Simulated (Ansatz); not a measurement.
PbI2 in space group P6_3mc (No. 186; Pb on 2b, I on 2b, I on 2a), LDA in the plane-wave PAW code Ansatz, all energies at zero smearing, with the estimated change up to a 700 eV cutoff added, with one set of potentials and settings (totals compare only within such a set). Cell of 6 atoms (2 Pb, 4 I): -52631.666 eV.

```json
[
 {"element": "Pb", "reference phase": "Fm-3m, 1 atoms in the cell", "E (eV/atom)": "-11602.3592"},
 {"element": "I", "reference phase": "Cmce, 4 atoms in the cell", "E (eV/atom)": "-7355.8618"}
]
```

Formation energy per atom, worked out: (-52631.666 − 2×(-11602.3592) − 4×(-7355.8618))/6 = -0.583 eV/atom (-56 kJ per mol of atoms), at 0 K, without zero-point energy or fitted corrections.

The first step of the workflow began from a Materials Project structure, measured or hypothetical; the Crystallography Open Database files this formula in space group No. 186, but the cells were not matched. It is not the phase usual at ambient conditions (space group No. 164). The cell was relaxed with LDA under the symmetry of its start; whether a distortion lowers the energy is not shown. A crystal of weakly bound layers computed without a dispersion correction: the cell and the soft elastic constants depend strongly on that. The references are the lowest solids computed at this level, not always the standard phases. Scalar-relativistic: spin–orbit coupling is off unless named, which matters more the heavier the elements.

Potentials: the later of the program's two PAW sets.
